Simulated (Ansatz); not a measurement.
Sb, first-principles data

Sb:
```
CELL_PARAMETERS angstrom
     -3.47667     3.47667     3.47667
      3.47667    -3.47667     3.47667
      3.47667     3.47667    -3.47667
ATOMIC_POSITIONS crystal
  Sb 0.71087 0.00000 0.00000
  Sb 0.00000 0.71087 0.00000
  Sb 0.00000 0.00000 0.71087
  Sb 0.28913 0.28913 0.28913
```

Space group I-43m (No. 217); conventional cell a = 6.953 Å, b = 6.953 Å, c = 6.953 Å, α = 90.00°, β = 90.00°, γ = 90.00°.

Method: plane-wave PAW r²SCAN+D4 (Ansatz code). Geometry: relaxed at this level of theory. Other levels are named where they apply.

### Cell and energy

```yaml
volume_per_atom: 42.02 Å³
density: 4.81 g/cm³
```

### Electronic structure

```yaml
band_gap: 1.29 eV (direct)
valence_band_maximum: at Γ
conduction_band_minimum: at Γ
Electron effective mass, band 1 of 3 at the edge: 0.44 along [100], 0.50 along [110], 1.3 along [111] (mₑ)
Electron effective mass, band 2 of 3 at the edge: 0.44 along [100], 0.44 along [110], 0.21 along [111] (mₑ)
Electron effective mass, band 3 of 3 at the edge: 0.18 along [100], 0.17 along [110], 0.21 along [111] (mₑ)
Hole effective mass, band 1 of 2 at the edge: 3.6 along [100], 0.69 along [110], 0.38 along [111] (mₑ)
Hole effective mass, band 2 of 2 at the edge: 0.20 along [100], 0.26 along [110], 0.38 along [111] (mₑ)
HSE06 gap on the r²SCAN+D4 cell: 1.56 eV
Gap with spin–orbit coupling: 1.11 eV
```

### Mechanics

```yaml
Bulk modulus (Birch–Murnaghan fit): 79 kbar
Pressure derivative B′: 5.9
Elastic constants (relaxed ions, GPa): C11 = 9.0, C12 = 7.3, C44 = 7.9
mechanical_stability: stable (all eigenvalues of C positive)
hill_bulk_and_shear_moduli: 7.9 and 3.4 GPa
Young's modulus: 9.0 GPa
Poisson's ratio: 0.31
debye_temperature_from_the_elastic_constants: 80.8 K
Piezoelectric stress constants (proper, relaxed ions, C/m²): e14 = e25 = e36 = -0.20
```

The start of the workflow was typed in or built on a structure type; neither database checked (COD, Materials Project) lists it. It is not the phase usual at ambient conditions (space group No. 166). Symmetry was held in the r²SCAN+D4 relaxation; its stability against distortions is not shown here. The volume moved by 16 % from the start of the relaxation. Signs of piezoelectric constants follow the polarity of the cell as given. Spin–orbit coupling is left out wherever it is not named.

Potentials: the later of the program's two PAW sets.
